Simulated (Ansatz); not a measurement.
HfSiW:
```
HfSiW
1.0
    6.90143     0.00000     0.00000
    0.00000     3.50607     0.00000
    0.00000     0.00000     8.15297
Hf Si W
4 4 4
Direct
  0.04174   0.25000   0.66683
  0.95826   0.75000   0.33317
  0.45826   0.75000   0.16683
  0.54174   0.25000   0.83317
  0.25624   0.25000   0.35993
  0.74376   0.75000   0.64007
  0.24376   0.75000   0.85993
  0.75624   0.25000   0.14007
  0.13319   0.25000   0.06040
  0.86681   0.75000   0.93960
  0.36681   0.75000   0.56040
  0.63319   0.25000   0.43960
```

Relaxed with r²SCAN.

### Question
Which orbitals make up the states near the Fermi level in DFT-r²SCAN in the program Ansatz with PAW potentials?

### Answer
Within 0.5 eV of the Fermi level: W 5d 46 %, Hf 5d 40 %, Si 3p 8 %. Projections are on Löwdin-orthogonalised atomic valence shells; empty p or d shells of many metals are not among them.

### Question
Tabulate the density of states.

### Answer
States/eV per cell of 12 atoms, in 0.25 eV bins, energy from the Fermi level.

| E (eV) | total | W 5d | Hf 5d | Si 3p |
|---|---|---|---|---|
| -7.85 | 0.00 | 0.00 | 0.00 | 0.00 |
| -7.60 | 0.00 | 0.00 | 0.00 | 0.00 |
| -7.35 | 0.00 | 0.00 | 0.00 | 0.00 |
| -7.10 | 0.26 | 0.03 | 0.03 | 0.10 |
| -6.85 | 0.97 | 0.13 | 0.14 | 0.37 |
| -6.60 | 2.70 | 0.37 | 0.46 | 1.04 |
| -6.35 | 6.21 | 1.13 | 1.05 | 2.37 |
| -6.10 | 6.93 | 1.62 | 1.10 | 2.53 |
| -5.85 | 6.50 | 1.75 | 0.97 | 2.33 |
| -5.60 | 4.44 | 1.33 | 0.67 | 1.57 |
| -5.35 | 3.16 | 1.04 | 0.46 | 1.09 |
| -5.10 | 2.86 | 1.01 | 0.41 | 0.98 |
| -4.85 | 5.30 | 2.02 | 0.78 | 1.78 |
| -4.60 | 6.67 | 2.76 | 0.96 | 2.20 |
| -4.35 | 5.68 | 2.17 | 0.89 | 1.99 |
| -4.10 | 6.62 | 2.55 | 1.01 | 2.42 |
| -3.85 | 8.88 | 3.27 | 1.54 | 3.39 |
| -3.60 | 14.08 | 4.89 | 2.62 | 5.60 |
| -3.35 | 8.01 | 3.08 | 1.74 | 2.76 |
| -3.10 | 5.54 | 2.54 | 1.24 | 1.38 |
| -2.85 | 12.20 | 7.16 | 2.44 | 1.59 |
| -2.60 | 12.29 | 7.35 | 2.47 | 1.57 |
| -2.35 | 10.97 | 5.02 | 3.15 | 1.69 |
| -2.10 | 13.34 | 5.93 | 4.45 | 1.70 |
| -1.85 | 15.35 | 6.41 | 5.62 | 1.85 |
| -1.60 | 9.69 | 4.04 | 3.61 | 1.22 |
| -1.35 | 6.54 | 2.89 | 2.41 | 0.72 |
| -1.10 | 4.77 | 2.17 | 1.87 | 0.39 |
| -0.85 | 3.21 | 1.45 | 1.34 | 0.20 |
| -0.60 | 1.94 | 0.83 | 0.86 | 0.12 |
| -0.35 | 2.97 | 1.31 | 1.25 | 0.21 |
| -0.10 | 4.27 | 2.00 | 1.68 | 0.31 |
| 0.15 | 4.31 | 1.92 | 1.74 | 0.34 |
| 0.40 | 6.34 | 2.92 | 2.47 | 0.49 |
| 0.65 | 7.75 | 3.85 | 2.77 | 0.53 |
| 0.90 | 8.37 | 4.33 | 2.89 | 0.52 |
| 1.15 | 7.28 | 3.66 | 2.51 | 0.51 |
| 1.40 | 7.36 | 3.42 | 2.72 | 0.49 |
| 1.65 | 9.13 | 4.92 | 2.81 | 0.55 |
| 1.90 | 11.08 | 6.67 | 2.82 | 0.59 |
| 2.15 | 5.63 | 2.73 | 1.91 | 0.39 |
| 2.40 | 4.20 | 1.41 | 2.17 | 0.22 |
| 2.65 | 7.39 | 2.44 | 3.89 | 0.31 |
| 2.90 | 8.24 | 2.80 | 4.15 | 0.40 |
| 3.15 | 10.37 | 3.35 | 5.09 | 0.75 |
| 3.40 | 12.99 | 3.67 | 7.09 | 0.98 |
| 3.65 | 11.71 | 3.08 | 6.29 | 1.03 |
| 3.90 | 9.45 | 2.18 | 5.07 | 0.99 |
| 4.15 | 10.01 | 2.11 | 5.37 | 1.10 |
| 4.40 | 10.38 | 1.92 | 5.61 | 1.14 |
| 4.65 | 8.20 | 1.24 | 4.55 | 0.73 |

Space group Pnma. The first step of the workflow began from a Materials Project structure, measured or hypothetical; the Crystallography Open Database copy checked does not list it. Whether it is the stable phase at ambient conditions was not checked. Symmetry was held in the r²SCAN relaxation; its stability against distortions is not shown here. No spin polarisation was allowed. Spin–orbit coupling is left out wherever it is not named.

Potentials: the later of the program's two PAW sets.
